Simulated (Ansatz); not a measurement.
Consider the following.

InP:
```
CELL_PARAMETERS angstrom
      0.00000     2.95362     2.95362
      2.95362     0.00000     2.95362
      2.95362     2.95362     0.00000
ATOMIC_POSITIONS crystal
  In 0.00000 0.00000 0.00000
  P  0.75000 0.75000 0.75000
```

This is the r²SCAN-relaxed structure.

### Question
All from r²SCAN (plane waves, PAW; program Ansatz), unless another level is named. Predict the hole effective mass, band 2 of 3 at the edge.

### Answer
0.44 along [100], 0.44 along [110], 0.98 along [111] (mₑ).

### Question
And the electron effective mass?

### Answer
0.073 mₑ (isotropic).

### Question
What about the band gap?

### Answer
1.02 eV (direct).

### Question
Next, the HSE06 gap on the r²SCAN cell?

### Answer
1.35 eV.

### Question
What about the formation energy from the elements (no fitted shifts)?

### Answer
-0.38 eV/atom.

### Question
Next, the weight of the conduction-edge state by species (Voronoi cells)?

### Answer
In 57 %, P 43 %.

Space group F-43m (zinc blende). Symmetry was held in the r²SCAN relaxation; of distortions, only those at the zone centre were tested. The references are the lowest solids computed at this level, not always the standard phases. Spin–orbit coupling is left out wherever it is not named.

Potentials: the earlier of the program's two PAW sets.
